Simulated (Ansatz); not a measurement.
## Hf2SiN, first-principles data

Hf2SiN:
Space group P6₃/mmc (No. 194); a = b = 3.2025 Å, c = 13.2867 Å, α = β = 90.00°, γ = 120.00°

| atom | site | symmetry | x | y | z |
|---|---|---|---|---|---|
| Si | 2d | -6m2 | 0.6667 | 0.3333 | 0.2500 |
| Hf | 4f | 3m. | 0.3333 | 0.6667 | 0.0964 |
| N | 2a | -3m. | 0.0000 | 0.0000 | 0.0000 |

Space group P6_3/mmc (No. 194); conventional cell a = 3.2025 Å, b = 3.2025 Å, c = 13.2867 Å, α = 90.00°, β = 90.00°, γ = 120.00°.

Method: r²SCAN in the plane-wave PAW code Ansatz. The cell and atoms are relaxed at this level. Other levels are named where they apply.

**Cell and energy**

```yaml
volume_per_atom: 14.75 Å³
density: 11.23 g/cm³
Formation energy from the elements (no fitted shifts): -1.17 eV/atom
```

**Electronic structure**

```yaml
electronic_character: metallic (no gap)
Density of states at the Fermi level: 0.32 states/eV per atom (mean over ±0.08 eV)
Gap with spin–orbit coupling: none (metallic)
```

**Mechanics**

```yaml
Bulk modulus (Birch–Murnaghan fit): 184 GPa
Pressure derivative B′: 4.1
```

**Charges**

```yaml
bader_charges: Si -1.28, Hf +1.62, N -1.96 e
```

The start of the workflow was typed in or built on a structure type; neither database checked (COD, Materials Project) lists it. Its standing as an ambient phase is unchecked. The cell was relaxed with r²SCAN under the symmetry of its start; whether a distortion lowers the energy is not shown. The run is not spin-polarised. The references are the lowest solids computed at this level, not always the standard phases (solids in place of the gases). Scalar-relativistic: spin–orbit coupling is off unless named, which matters more the heavier the elements.

Potentials: the earlier of the program's two PAW sets.
